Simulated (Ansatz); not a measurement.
Phonons of RhPb (space group P6/mmm) at Γ, M = (0.5, 0.0, 0.0), A = (0.0, 0.0, 0.5), L = (0.5, 0.0, 0.5).

RhPb (space group P6/mmm)

```
RhPb
1.0
    5.61858     0.00000     0.00000
   -2.80929     4.86583     0.00000
    0.00000     0.00000     4.40103
Rh Pb
3 3
Cartesian
 -1.40464   2.43292   0.00000
  2.80929   0.00000   0.00000
  1.40464   2.43292   0.00000
  2.80929   1.62194   2.20052
  0.00000   3.24389   2.20052
  0.00000   0.00000   0.00000
```

Calculation: LDA (plane waves to 420 eV, PAW, scalar-relativistic; Ansatz, a quantum-chemistry and plane-wave program). DFPT wavenumbers on a 10×10×12 k mesh, in cm⁻¹ and rounded to 5; i marks imaginary ones, q is in fractions of the reciprocal vectors of the cell shown, and the three acoustic modes at Γ are left out. The program warned that its band solver left a few bands short of their tolerance. RhPb is run without spin polarisation. RhPb was relaxed with its symmetry unable to fall. Spin-orbit coupling is left out, though Pb is heavy.

```csv
q,wavenumbers (cm⁻¹)
Γ,"80i, 55, 75 (×2), 105 (×2), 115 (×2), 125 (×2), 140, 200, 200 (×2), 230"
"M = (0.5, 0.0, 0.0)","0, 50, 60, 65, 70, 75, 80, 100, 110, 115, 115, 125, 140, 170, 175, 185, 200, 225"
"A = (0.0, 0.0, 0.5)","60i, 25, 50 (×2), 70 (×2), 75 (×2), 90, 125 (×2), 150, 155 (×2), 165, 190 (×2), 245"
"L = (0.5, 0.0, 0.5)","30, 35, 65, 70, 75, 75, 80, 100, 105, 130, 135, 135, 150, 150, 155, 170, 205, 230"
```

The structure is unstable at this level: the lowest mode is 80i cm⁻¹ at Γ. RhPb is measured in this form, so the imaginary mode is a miss of this level unless the crystal transforms on cooling or is held by pressure.

Highest mode: 245 cm⁻¹ at A = (0.0, 0.0, 0.5).
